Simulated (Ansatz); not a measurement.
This Ta3N structure is the end of a relaxation. The cell was found from a structure generator's guess, not taken from experiment.

These are results of Ansatz, DFT PBE, scalar-relativistic, plane waves, PAW, not measurements. Cutoff 420 eV, Γ-centred mesh, Gaussian smearing, no spin polarisation.

```xyz
4
Lattice="1.5396 0.8889 7.3083 -1.5396 0.8889 7.3083 0.0000 -1.7778 7.3083" Properties=species:S:1:pos:R:3 pbc="T T T"
Ta    0.0000    0.0000   15.8781
Ta    0.0000    0.0000    6.0466
Ta    0.0000    0.0000   10.9624
N     0.0000    0.0000    0.0000
```

Energies over the elements count from the elements' standard structures at the same level (N₂ as a molecule), with no fitted energy shifts.

Problem. What space group does it have?

Solution. R-3m (No. 166). Conventional cell: a = 3.079 Å, c = 21.925 Å. Ta on a site of symmetry 3m has 3 N at 2.18 Å and 12 Ta at 2.98–3.09 Å; Ta on a site of symmetry -3m has 12 Ta at 2.98–3.08 Å; around N lie 6 Ta at 2.18 Å.

Problem. How far does it lie from the elements in energy?

Solution. −0.57 eV/atom. It lies below the elements, which doesn't yet make it stable against other compounds or structures.

Problem. Is it a metal?

Solution. Yes, bands cross the Fermi level on the 18×18×18 mesh.

The last run used an 18×18×18 mesh for its 4-atom cell and Gaussian smearing of 0.10 eV. Spin–orbit coupling, which can matter for Ta, is left out. A structure relaxed within its symmetry needn't be a true minimum.
